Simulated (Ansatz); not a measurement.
Input:

Rh:
```
CELL_PARAMETERS angstrom
      0.00000     2.71636     2.71636
      2.71636     0.00000     2.71636
      2.71636     2.71636     0.00000
ATOMIC_POSITIONS crystal
  Rh 0.00000 0.00000 0.00000
  Rh 0.25000 0.25000 0.25000
```

This is the PBEsol-relaxed structure.

### Question
All from PBEsol in the plane-wave PAW code Ansatz, unless another level is named. Give the density of states at the Fermi level.

### Answer
1.7 states/eV per atom (mean over ±0.08 eV).

### Question
Next, the gap with spin–orbit coupling?

### Answer
none (metallic).

Space group Fd-3m (diamond). The start of the workflow was typed in or built on a structure type; neither database checked (COD, Materials Project) lists it. It is not the phase usual at ambient conditions (space group No. 225). Symmetry was held in the PBEsol relaxation. At this level the phase is mechanically unstable. The workflow began spin-polarised and lost its moments. Spin–orbit coupling is left out wherever it is not named.

Potentials: the later of the program's two PAW sets.
